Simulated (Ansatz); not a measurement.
Input:

InSb:
```
InSb
1.0
    4.26070     0.00000     0.00000
   -2.13035     3.68988     0.00000
    0.00000     0.00000     7.45851
In Sb
2 2
Direct
  0.00000   0.00000   0.00000
  0.00000   0.00000   0.50000
  0.33333   0.66667   0.25000
  0.66667   0.33333   0.75000
```

This is the PBE-relaxed structure.

All from PBE in the plane-wave PAW code Ansatz, unless another level is named. Give the electronic character.

metallic (no gap).

What about the density of states at the Fermi level?

0.56 states/eV per atom (mean over ±0.08 eV).

Predict the formation energy from the elements (no fitted shifts).

4.2 kJ/mol of atoms.

Space group P6_3/mmc (NiAs type). A made-up cell: these elements were put on the sites of a structure type; neither database checked (COD, Materials Project) lists it. It is not the phase usual at ambient conditions (space group No. 216). Symmetry was held in the PBE relaxation; its stability against distortions is not shown here. The references are the lowest solids computed at this level, not always the standard phases. Scalar-relativistic: spin–orbit coupling is off unless named, which matters more the heavier the elements.

Potentials: the later of the program's two PAW sets.
